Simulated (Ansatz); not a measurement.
SrPt5 in space group P6/mmm (No. 191; Pt on 3g, Pt on 2c, Sr on 1a) at seven volumes, r²SCAN (plane waves, PAW; program Ansatz), shape and atoms relaxed at each. One row is withheld.

| V (Å³/atom) | P (GPa) |
|---|---|
| 16.999 | 20.81 |
| 17.559 | ? |
| 18.120 | 5.68 |
| 18.680 | -0.01 |
| 19.241 | -4.72 |
| 19.801 | -8.59 |
| 20.361 | -11.77 |

Task: Fit the shown pressures and predict the withheld one.

Result: Third-order Birch–Murnaghan: P = (3/2)B₀(x^(7/2) − x^(5/2))[1 + (3/4)(B′ − 4)(x − 1)] with x = (V₀/V)^(2/3). Least squares on the six rows gives V₀ = 18.679 Å³/atom, B₀ = 171.8 GPa, B′ = 5.32. At V = 17.559, x = 1.0421 and P = 12.52 GPa. The run itself gave 12.54 GPa.

The workflow started from an entry of the Crystallography Open Database (COD). Its standing as an ambient phase is unchecked. The r²SCAN relaxation kept the symmetry of its start; its stability against distortions is not shown here. No spin polarisation was allowed. Spin–orbit coupling is left out wherever it is not named.

Potentials: the later of the program's two PAW sets.
